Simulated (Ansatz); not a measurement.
## MgB₂H₈: Mg-25 NMR of the central transition

Cell: a Materials Project structure (computed, not necessarily an observed phase).

```cif
data_MgB2H8
_symmetry_space_group_name_H-M 'I4_1/acd:1'
_symmetry_Int_Tables_number 142
_cell_length_a 7.7332
_cell_length_b 7.7332
_cell_length_c 12.3631
_cell_angle_alpha 90.000
_cell_angle_beta 90.000
_cell_angle_gamma 90.000
loop_
_atom_site_label
_atom_site_type_symbol
_atom_site_symmetry_multiplicity
_atom_site_Wyckoff_symbol
_atom_site_fract_x
_atom_site_fract_y
_atom_site_fract_z
Mg Mg 8 b 0.0000 0.0000 0.2500
B B 16 e 0.2500 0.4671 0.1250
H13 H 32 g 0.2521 0.5614 0.0449
H29 H 32 g 0.3767 0.3735 0.1191
```

One atom of each set is listed; the run and its k-mesh use a cell of 44 atoms with edges of 8.25, 8.25, 8.25 Å.

The numbers come from a DFT calculation in Ansatz (PBE, plane waves and PAW (field gradients read without the response of the frozen cores, which leaves them typically 4 to 6 % off), scalar-relativistic, 420 eV cutoff, Γ-centred 5×5×5 k-points, Fermi–Dirac smearing 0.02 eV).

Mg-25 has I = 5/2 and Q = 199.4 mb (Pyykkö 2018); at 11.7 T its Larmor frequency is ν₀ = 30.5 MHz. Only the quadrupole interaction is simulated: positions count from each site's isotropic chemical shift, and J coupling is left out, as are shift anisotropy and dipolar coupling, which fast spinning averages.

Simulated pattern of one Mg site (fast magic-angle spinning, Gaussian broadening 0.02 kHz):

(offset (kHz), height): (-1.037, 0), (-1.003, 1), (-0.968, 7), (-0.933, 8), (-0.898, 8), (-0.864, 8), (-0.829, 15), (-0.794, 23), (-0.759, 24), (-0.725, 26), (-0.690, 28), (-0.655, 30), (-0.620, 33), (-0.586, 38), (-0.551, 63), (-0.516, 100), (-0.481, 73), (-0.446, 67), (-0.412, 67), (-0.377, 76), (-0.342, 88), (-0.307, 66), (-0.273, 55), (-0.238, 49), (-0.203, 45), (-0.168, 41), (-0.134, 39), (-0.099, 36), (-0.064, 34), (-0.029, 25), (0.005, 1), (0.040, 0)

Problem. Which |C_Q| and η does the pattern imply?

Solution. The pattern spans 0.967 kHz before broadening and its centre of gravity is at -0.418 kHz, which fixes P_Q; the places of the horns and steps fix η. That gives P_Q = 1.46 MHz, |C_Q| = 1.37 MHz and η = 0.62. The sign of C_Q can't be read from the pattern.

The run took 57 s of wall time (57 s of CPU time) and 0.85 GiB at its peak, on 1 thread of Arm Neoverse V2 (aarch64; 8 cores open to the job, memory cap 2.5 GiB, no GPU), a shared host with a load of 0.7 a core.
